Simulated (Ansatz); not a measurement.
GaRu3C:
```cif
data_CGaRu3
_chemical_formula_sum 'Ga1 Ru3 C1'
_space_group_name_H-M_alt 'Pm-3m'
_space_group_IT_number 221
_space_group_name_Hall '-P 4 2 3'
_cell_length_a 4.01984
_cell_length_b 4.01984
_cell_length_c 4.01984
_cell_angle_alpha 90.000
_cell_angle_beta 90.000
_cell_angle_gamma 90.000
loop_
_atom_site_label
_atom_site_type_symbol
_atom_site_symmetry_multiplicity
_atom_site_Wyckoff_symbol
_atom_site_fract_x
_atom_site_fract_y
_atom_site_fract_z
_atom_site_occupancy
Ga1 Ga 1 a 0.00000 0.00000 0.00000 1
Ru1 Ru 3 c 0.00000 0.50000 0.50000 1
C1 C 1 b 0.50000 0.50000 0.50000 1
```

This is the PBE-relaxed structure.

All from PBE (plane waves, PAW; program Ansatz), unless another level is named. Give the electronic character.

metallic (no gap).

What about the density of states at the Fermi level?

1.1 states/eV per atom (mean over ±0.08 eV).

Give the formation energy from the elements (no fitted shifts).

0.071 eV/atom.

What about the gap with spin–orbit coupling?

none (metallic).

The start of the workflow was typed in or built on a structure type; neither database checked (COD, Materials Project) lists it. Whether it is the stable phase at ambient conditions was not checked. Symmetry was held in the PBE relaxation; whether a distortion lowers the energy is not shown. The run is not spin-polarised. The references are the lowest solids computed at this level, not always the standard phases. Spin–orbit coupling is left out wherever it is not named.

Potentials: the later of the program's two PAW sets.
